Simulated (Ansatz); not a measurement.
Elastic constants of TaBi: input and output

These are results of DFT PBE, scalar-relativistic, plane waves, PAW in Ansatz, not measurements.

It can be run as:
```bash
ansatz run input.yaml --threads 1 --pin off --backend cpu --events-out ev --progress --plain --runs-dir out  # memory cap (--max-ram) not shown
```

Input (bare energies are in eV):
```yaml
crystal:
  lattice:
    - [0.0, 2.9181268658, 2.9181268658]
    - [2.9181268658, 0.0, 2.9181268658]
    - [2.9181268658, 2.9181268658, 0.0]
  atoms:
    - { symbol: Ta, position: [0.5, 0.5, 0.5] }
    - { symbol: Bi, position: [0.0, 0.0, 0.0] }
basis:
  ecutwfc: 420
kpoints:
  mp_grid: { grid: [12, 12, 12] }
hamiltonian:
  xc: pbe
scf:
  occupations: { method: fermi_dirac, width: 0.15 }
output:
  forces: true
  stress: true
  eigenvalues: true
elastic:
  mode: relaxed_ion
  amplitude: 0.005
```

From the output:
```
--- Elastic constants: 2 strain directions × 4 members + reference (group order 48) ---
  dense FFT box of the reference and of every strained cell: 30×30×30
  strains applied: 11, 23; error gains: componentwise 1.00 (the most a stress slope's error grows in a printed constant), spectral 1.73 (1 for all six strains in a standard setting)
  C = ∂σ_k/∂η_j (tension-positive GPa; Voigt order 11 22 33 23 13 12):
       219.015     30.929     30.929      0.000     -0.000     -0.000
        30.929    219.015     30.929     -0.000     -0.000     -0.000
        30.929     30.929    219.015      0.000      0.000      0.000
         0.000      0.000      0.000    -19.750      0.000      0.000
        -0.000     -0.000      0.000     -0.000    -19.750     -0.000
         0.000     -0.000     -0.000     -0.000     -0.000    -19.750
  reference stress σ⁰ (GPa):      0.009      0.009      0.009      0.000      0.000     -0.000
  C* (energy form; C + prestress term) asymmetry max|C*_kj − C*_jk| = 1.066e-14 GPa — a small one proves nothing (zero by symmetry where the batch's group is 432, −43m or m−3m); a large one is finite-difference/SCF noise where every solve ...
  moduli (Voigt/Reuss/Hill, GPa): K = 93.62/93.62/93.62   G = 25.77/-38.27/-6.25   E = -19.19   ν = 0.534
  mechanically stable: NO (min eigenvalue of sym C = -19.75 GPa)
  strain η (Voigt 11):  stress-route row diagonal C_11 = 219.02 GPa, energy-path curvature d²(F+E_count+ΔE)/dδ²/Ω₀ = 218.99 GPa
    cells at ±δ against ±2δ: C11 219.14 and 219.52 GPa, apart by 0.17 % of the column's largest entry
         δ    σ_11 (GPa) F (eV) n_scf n_hpsi n_pw
    -1.000e-2      -2.3453      -22326.6744368      10   66025    982   relax 0 steps, max|allowed force component| 7.49e-30 eV/Å
    -5.000e-3      -1.1262      -22326.6771189       4   47786    982   relax 0 steps, max|allowed force component| 7.30e-30 eV/Å
     5.000e-3       1.0652      -22326.6771288       4   47052    989   relax 0 steps, max|allowed force component| 8.68e-30 eV/Å
     1.000e-2       2.0450      -22326.6747118       8   55155    996   relax 0 steps, max|allowed force component| 6.31e-30 eV/Å
  strain η (Voigt 23):  stress-route row diagonal C_44 = -19.75 GPa, energy-path curvature d²(F+E_count+ΔE)/dδ²/Ω₀ = -19.77 GPa
    cells at ±δ against ±2δ: C44 -19.75 and -19.75 GPa, apart by 0.01 % of the column's largest entry
         δ    σ_23 (GPa) F (eV) n_scf n_hpsi n_pw
    -1.000e-2       0.1975      -22326.6782793       8  105500    986   relax 0 steps, max|allowed force component| 2.62e-29 eV/Å
    -5.000e-3       0.0987      -22326.6780489       4   77967    983   relax 0 steps, max|allowed force component| 5.80e-29 eV/Å
     5.000e-3      -0.0987      -22326.6780489       4   76755    983   relax 0 steps, max|allowed force component| 2.29e-29 eV/Å
     1.000e-2      -0.1975      -22326.6782793       7   90018    986   relax 0 steps, max|allowed force component| 8.04e-29 eV/Å
```

The cell was built by swapping an element in a database structure (itself possibly hypothetical) and relaxing; it need not be the stable form of this composition. In a metal, frequencies and elastic constants depend on the k mesh and the smearing, soft modes and shear constants most. Spin–orbit coupling is left out, which can shift energies with elements as heavy as these.

As the tensor has a negative eigenvalue, the Reuss and Hill moduli of a polycrystal, and E and ν formed from them, have no physical meaning here.

The least eigenvalue is -19.7 GPa; in a metal on this mesh the verdict on stability isn't firm within about 20 GPa or a tenth of the bulk modulus.